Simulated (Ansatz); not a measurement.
## How far is PAW off for Ti?

```
Ti
1.0
     0.04060    2.05030    2.05030
     2.05030    0.04060    2.05030
     2.05030    2.05030    0.04060
Ti
1
Direct
  0.00000 0.00000 0.00000
```

The geometry is COD entry 1534878, unchecked; take it as a test cell. The listed cell was then made from it by scaling, straining or moving an atom.

All numbers are computed: DFT, LDA, PAW with Ansatz's default frozen-core files, scalar-relativistic (Ansatz 0.2.0); DFT, LDA, all-electron LAPW, scalar-relativistic (Ansatz 0.2.0).

For PAW: a Γ-centred 14×14×14 k mesh, Fermi–Dirac smearing of 0.05 eV, cutoff 420 eV, no spin polarisation; the PAW files were made with PBE, and the program remakes their frozen cores for this functional. LAPW targets a basis error of 0.25 meV/atom. The Ansatz runs share mesh, smearing and spin set-up. Plane-wave (PAW) pressures include the program's estimate of the Pulay term.

Stress and pressure are positive in compression.

The change that made this cell: equal xy, yz and zx engineering shear strains of +2 %.

PAW results:

```
       quantity    PAW
 pressure (GPa)  -4.83
stress yz (GPa)  -0.98
stress xz (GPa)  -0.98
stress xy (GPa)  -0.98
```

(1) What does all-electron LAPW give for the same quantities?

Answers

(1) 
| quantity | LAPW |
| --- | --- |
| pressure (GPa) | -4.83 |
| stress yz (GPa) | -0.98 |
| stress xz (GPa) | -0.98 |
| stress xy (GPa) | -0.98 |
